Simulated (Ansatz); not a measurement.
Starting cell, InP (zinc blende):

```
CELL_PARAMETERS angstrom
      0.00000     5.95953     5.95953
      2.97977     0.00000     2.97977
      2.97977     2.97977     0.00000
ATOMIC_POSITIONS crystal
  P  0.37500 0.75000 0.75000
  P  0.87500 0.75000 0.75000
  In 0.00000 0.00000 0.00000
  In 0.50000 0.00000 0.00000
```

A phonon eigenvector at L = (0.5, 0.0, 0.0) is frozen into this cell: atom i moves by Q times the vector below, so Q is the largest atomic displacement, in Å. The cell is held. It is one choice among 2 degenerate patterns. (q is in reciprocal vectors of the primitive cell; the cell shown is doubled to hold the pattern.)

| atom | x | y | z |
|---|---|---|---|
| P1 | -0.285 | 0.520 | -0.805 |
| P2 | 0.285 | -0.520 | 0.805 |
| In3 | -0.067 | 0.122 | -0.188 |
| In4 | 0.067 | -0.122 | 0.188 |

Level of theory: PBE (plane waves to 420 eV, PAW, scalar-relativistic; Ansatz, a program for electronic structure). k mesh 5×10×10 (Γ-centred), Fermi-Dirac smearing 0.05 eV. Energies are smeared free energies. InP was relaxed with its symmetry unable to fall. ΔE is measured from the undisplaced structure.

The scan covers Q from -0.280 to 0.280 Å in 13 points.

Is this a single well or a double well?

A single well with its minimum at or next to zero displacement.

What is the energy change at Q = 0.280 Å?

938 meV/cell.

What harmonic wavenumber does the curvature at Q = 0 give?

290 cm⁻¹.

(A displaced cell: forces are minus the slopes of the energy, force constants its curvatures, and phonons follow from these.)
